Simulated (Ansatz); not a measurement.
## SiGe3O8 (C2/m) at 3 levels of theory

One geometry, relaxed with PBE; plane waves with PAW potentials in Ansatz, scalar-relativistic. No spin polarisation. Gaps are the least over mesh and band path; pressure is positive in compression.

```xyz
12
Lattice="4.4146 -2.8529 0.0000 4.4146 2.8529 0.0000 -0.0158 0.0000 4.4296" Properties=species:S:1:pos:R:3 pbc="T T T"
Si    0.0000    0.0000    0.0000
Ge    4.4146    0.0000    0.0000
Ge    2.1994   -1.4265    2.2148
Ge    2.1994    1.4265    2.2148
O     7.4746    0.0000    3.1309
O     3.0877    0.0000    3.0353
O     5.7257    0.0000    1.3943
O     1.3387    0.0000    1.2987
O     5.2358    1.4993    3.5982
O     5.2358   -1.4993    3.5982
O     3.5776   -1.4993    0.8313
O     3.5776    1.4993    0.8313
```

```json
{"level": "PBE", "cutoff (eV)": "420", "k mesh": "6×6×6", "gap (eV)": "1.91", "pressure (GPa)": "0.0"}
```

What comes out on the same cell with r2SCAN, PBEsol?

| level | cutoff (eV) | k mesh | gap (eV) | pressure (GPa) |
| --- | --- | --- | --- | --- |
| r2SCAN | 500 | 6×6×6 | 2.62 | -10.5 |
| PBEsol | 420 | 6×6×6 | 1.85 | -7.1 |

It was reached by relaxing an invented guess, and it needn't be the stable form of this composition.
